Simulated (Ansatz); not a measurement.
A geometry of Ti2C away from equilibrium: step 6 of the relaxation of a relaxed Ti2C cell displaced along its unstable phonon at q = (0, 0, ½) of its primitive reciprocal cell (20i cm⁻¹), largest move 0.15 Å. These are PBE (plane waves to 420 eV, PAW, scalar-relativistic; Ansatz, a first-principles code) values and carry that method's errors. Γ-centred k-mesh 12×12×2 on the run's cell (coarser than for final values), Fermi–Dirac smearing 0.05 eV.

```yaml
crystal:
  lattice:
    - [3.00790, 0.00000, 0.00000]
    - [-1.50395, 2.67142, -0.00315]
    - [0.00000, -0.02423, 20.35982]
  atoms:
    - { symbol: C, position: [0.30974, 0.61949, 0.37533] }
    - { symbol: C, position: [0.26138, 0.52276, 0.87484] }
    - { symbol: C, position: [0.67180, 0.34360, 0.12476] }
    - { symbol: C, position: [0.75689, 0.51377, 0.62508] }
    - { symbol: Ti, position: [0.34386, 0.68773, 0.06324] }
    - { symbol: Ti, position: [0.42380, 0.84759, 0.56358] }
    - { symbol: Ti, position: [0.64678, 0.29357, 0.31380] }
    - { symbol: Ti, position: [0.58811, 0.17622, 0.81257] }
    - { symbol: Ti, position: [0.63611, 0.27222, 0.43704] }
    - { symbol: Ti, position: [0.59639, 0.19277, 0.93622] }
    - { symbol: Ti, position: [0.33655, 0.67311, 0.18629] }
    - { symbol: Ti, position: [0.42859, 0.85718, 0.68724] }
```

Problem. What forces act on the atoms (eV/Å)?

Solution. 
| atom | Fx | Fy | Fz |
|---|---|---|---|
| C1 | 0.00 | 0.00 | 0.00 |
| C2 | 0.00 | -0.07 | -0.10 |
| C3 | 0.00 | 0.00 | 0.02 |
| C4 | 0.00 | 0.08 | 0.08 |
| Ti5 | 0.00 | 0.06 | -0.12 |
| Ti6 | 0.00 | 0.05 | -0.08 |
| Ti7 | 0.00 | -0.10 | -0.06 |
| Ti8 | 0.00 | 0.19 | 0.15 |
| Ti9 | 0.00 | 0.04 | 0.08 |
| Ti10 | 0.00 | -0.16 | 0.10 |
| Ti11 | 0.00 | 0.07 | 0.06 |
| Ti12 | 0.00 | -0.17 | -0.13 |

Problem. What is the pressure?

Solution. -0.2 GPa, compression positive.

Problem. How far above the relaxed end point is this geometry?

Solution. 0.01 eV/atom; the path ends in C2/m (No. 12) at a tolerance of 0.01 Å, Cmcm (No. 63) at 0.1 Å.

No spin polarisation in the result.

The run could not lose the symmetry of its start, so the end can be a saddle point.

The end of the path is a generated cell of Ti2C: the first start was made by placing the elements on the sites of a structure type, and the end was not matched to a known phase here, so it may be hypothetical.
